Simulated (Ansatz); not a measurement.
### Question
Each is relaxed and computed with PBE in the plane-wave PAW code Ansatz. Which is the only metal?
(A) HfSiO4, I4_1/amd (Hf on 4a, Si on 4b, O on 16h)
(B) SiGe, R-3m (Si on 6c, Ge on 6c)
(C) Si3N4, P6_3/m (Si on 6h, N on 2d, N on 6h)
(D) HfSi2, P6/mmm (Hf on 1a, Si on 2d)

### Answer
D, HfSi2, P6/mmm (Hf on 1a, Si on 2d). HfSi2: metal; HfSiO4: gap 5.31 eV (indirect); Si3N4: gap 4.25 eV (indirect); SiGe: gap 0.38 eV (indirect). Constructed cells (a structure type filled with these elements, in neither database checked): HfSi2, P6/mmm (Hf on 1a, Si on 2d). Typed or built starts, not in the databases checked: SiGe, R-3m (Si on 6c, Ge on 6c). All cells were relaxed under the symmetry of their starts (and spin orders); stability against distortions was not tested throughout. Rows with no word on spin ran without spin polarisation. Spin–orbit coupling is left out wherever it is not named.

Potentials: the earlier of the program's two PAW sets.
